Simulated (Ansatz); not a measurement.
## LiScF4 — quadrupolar parameters

The cell is a structure deposited in the COD, ions relaxed with PBE at fixed cell.

Space group I4_1/a:1 (No. 88); a = 4.9806, c = 10.0750 Å.

| site | Wyckoff | site symmetry | x | y | z |
| --- | --- | --- | --- | --- | --- |
| Li | 4a | -4.. | 0.0000 | 0.5000 | 0.2500 |
| Sc | 4b | -4.. | 0.5000 | 0.0000 | 0.2500 |
| F | 16f | 1 | 0.2871 | 0.3230 | 0.1702 |

One atom of each set is listed; the run and its k-mesh use a cell of 12 atoms with edges of 6.15, 6.15, 6.15 Å.

Method: Kohn–Sham DFT in Ansatz, PBE, plane waves and PAW, scalar-relativistic, 420 eV cutoff, Γ-centred 7×7×7 k-points, Fermi–Dirac smearing 0.02 eV.

V_zz is the principal component of the electric field gradient with the largest magnitude, η = (V_xx − V_yy)/V_zz and C_Q = eQV_zz/h.

⁷Li: I = 3/2, Q = -40.10 mb; 45Sc: I = 7/2, Q = -220.0 mb. Nuclear quadrupole moments: year-2017 set (Pyykkö).

| site | atoms | first shell | V_zz (10²¹ V/m²) | η | C_Q (MHz) |
| --- | --- | --- | --- | --- | --- |
| Li | 2 | 4 F at 1.86 Å; also 4 F at 2.75 Å | 0.15 | 0.00 | -0.142 |
| Sc | 2 | 8 F at 2.09–2.20 Å | 0.19 | 0.00 | -1.03 |
| F | 8 | 1 Li at 1.86 Å, 2 Sc at 2.09–2.20 Å; also 1 Li at 2.75 Å | -4.53 | 0.85 | – |

An axis of threefold or higher order runs through Li and Sc, so V_zz lies along it and η is zero.

F has no stable isotope with a ground-state quadrupole moment in the table, so no C_Q is given.

With these PAW files V_zz is typically within 2 to 3 % of all-electron values, but misses above 10 % occur on Li.
